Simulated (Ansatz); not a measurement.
A geometry of Rh away from equilibrium: the start of the relaxation of a generated cell, Rh placed in the AFLOW prototype A_oC4_63_c (A20). Calculation: r2SCAN (plane waves to 500 eV, PAW, scalar-relativistic; Ansatz, an electronic-structure program). Γ-centred k-mesh 14×14×8 on the run's cell (coarser than for final values), Fermi–Dirac smearing 0.05 eV.

```xyz
2
Lattice="1.2423 -2.5633 0.0000 1.2423 2.5633 0.0000 0.0000 0.0000 4.3078" Properties=species:S:1:pos:R:3 pbc="T T T"
Rh     1.2423    -2.0389     1.0770
Rh     1.2423     2.0389     3.2309
```

Problem. What forces act on the atoms (eV/Å)?

Solution. 
| atom | Fx | Fy | Fz |
|---|---|---|---|
| Rh1 | 0.00 | 1.42 | 0.00 |
| Rh2 | 0.00 | -1.42 | 0.00 |

Problem. What is the pressure?

Solution. +16.2 GPa, compression positive.

Problem. How much energy per atom can still be gained by relaxing?

Solution. 0.41 eV/atom; the path ends in P6₃/mmc (No. 194) (hcp (Mg type)).

No spin polarisation in the result.

The run could not lose the symmetry of its start: the end is stationary, and may be a saddle point rather than a minimum.

The end of the path is a generated cell of Rh: the first start was made by placing the elements on the sites of a structure type, and the end was not matched to a known phase here, so it may be hypothetical. Known forms of Rh include space group No. 225.
